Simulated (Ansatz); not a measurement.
Given:

CaTiO₃:
```cif
data_Ca4O12Ti4
_chemical_formula_sum 'Ca4 Ti4 O12'
_space_group_name_H-M_alt 'P 1'
_space_group_IT_number 1
_cell_length_a 5.38024
_cell_length_b 5.38024
_cell_length_c 7.63966
_cell_angle_alpha 90.000
_cell_angle_beta 90.000
_cell_angle_gamma 90.600
loop_
_space_group_symop_operation_xyz
  'x, y, z'
loop_
_atom_site_label
_atom_site_type_symbol
_atom_site_fract_x
_atom_site_fract_y
_atom_site_fract_z
_atom_site_occupancy
Ca1 Ca 0.51529 0.48471 0.25000 1
Ca2 Ca 0.48471 0.51529 0.75000 1
Ca3 Ca 0.00921 0.99079 0.25000 1
Ca4 Ca 0.99079 0.00921 0.75000 1
Ti1 Ti 0.00000 0.50000 0.50000 1
Ti2 Ti 0.00000 0.50000 0.00000 1
Ti3 Ti 0.50000 0.00000 0.50000 1
Ti4 Ti 0.50000 0.00000 0.00000 1
O1 O 0.94825 0.45838 0.25000 1
O2 O 0.05175 0.54162 0.75000 1
O3 O 0.45838 0.94825 0.75000 1
O4 O 0.54162 0.05175 0.25000 1
O5 O 0.29283 0.70717 0.04511 1
O6 O 0.70717 0.29283 0.95489 1
O7 O 0.70717 0.29283 0.54511 1
O8 O 0.29283 0.70717 0.45489 1
O9 O 0.20400 0.20400 0.00000 1
O10 O 0.79600 0.79600 0.00000 1
O11 O 0.79600 0.79600 0.50000 1
O12 O 0.20400 0.20400 0.50000 1
```

This is the PBEsol-relaxed structure.

Question: All from PBEsol in the plane-wave PAW code Ansatz, unless another level is named. Estimate the hole effective mass.

Answer: 1.1, 1.2, 3.9 mₑ (principal values).

Question: And the electron effective mass?

Answer: 0.48, 0.48, 11 mₑ (principal values).

Question: What about the conduction-band minimum?

Answer: at Γ.

Space group Cmcm. The first step of the workflow began from a Materials Project structure, measured or hypothetical; the Crystallography Open Database copy checked does not list it. COD files the formula under space group No. 11, 62, 65, 140, 221. Its standing as an ambient phase is unchecked. Symmetry was held in the PBEsol relaxation. At this level the phase is dynamically unstable (imaginary phonons). No spin polarisation was allowed.

Potentials: the later of the program's two PAW sets.

Edges and masses are those of Kohn–Sham bands, whose gap is no quasiparticle gap.
